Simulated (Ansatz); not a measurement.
Bi2W:
```yaml
crystal:
  lattice:
    - [5.54016, 1.90335, 0.00000]
    - [-5.54016, 1.90335, 0.00000]
    - [-4.45422, 0.00000, 7.14560]
  atoms:
    - { symbol: W, position: [0.12910, 0.87090, 0.16949] }
    - { symbol: W, position: [0.87090, 0.12910, 0.83051] }
    - { symbol: Bi, position: [0.83921, 0.16079, 0.44760] }
    - { symbol: Bi, position: [0.16079, 0.83921, 0.55240] }
    - { symbol: Bi, position: [0.59517, 0.40483, 0.87972] }
    - { symbol: Bi, position: [0.40483, 0.59517, 0.12028] }
```

Relaxed with PBE. Special points in fractions of this cell's reciprocal vectors: Γ (0.000, 0.000, 0.000); C (0.291, 0.291, 0.000); C2 (-0.291, 0.709, 0.000); Y2 (-0.500, 0.500, 0.000); M2 (-0.500, 0.500, 0.500); D (-0.262, 0.738, 0.500); D2 (0.262, 0.262, 0.500); A (0.000, 0.000, 0.500); L2 (0.000, 0.500, 0.500); V2 (0.000, 0.500, 0.000).

Q: List the band energies nearest the Fermi level at these points for DFT-PBE in the program Ansatz with PAW potentials.

A: In eV from the Fermi level; about four levels below and three above (degenerate sets whole), none deeper than 8.9 eV; points with the same levels are listed once.

| k | below | above |
|---|---|---|
| Γ | -1.08 -0.80 -0.60 -0.15 | 0.05 0.80 0.83 |
| C | -1.76 -1.49 -1.30 -0.19 | 0.00 0.51 0.71 |
| Y2 | -1.36 -1.35 -0.93 -0.16 | 0.03 0.08 0.42 |
| M2 | -1.23 -0.85 -0.72 -0.31 | 0.07 0.69 1.00 |
| D | -2.21 -1.45 -0.55 -0.38 | 0.60 0.80 0.84 |
| A | -1.15 -0.40 -0.15 -0.01 | 0.45 0.80 1.00 |
| L2 | -1.90 -1.11 -0.63 -0.58 | 0.18 0.64 0.76 |
| V2 | -2.05 -1.81 -1.47 -0.93 | 0.06 0.34 0.54 |

Space group C2/m. The start of the workflow was typed in or built on a structure type; neither database checked (COD, Materials Project) lists it. Its standing as an ambient phase is unchecked. Symmetry was held in the PBE relaxation; whether a distortion lowers the energy is not shown. The run is not spin-polarised. The volume moved by -17 % from the start of the relaxation. Its formation energy is positive at this level, so the cell may be metastable or incomplete. Spin–orbit coupling is left out wherever it is not named.

Potentials: the earlier of the program's two PAW sets.
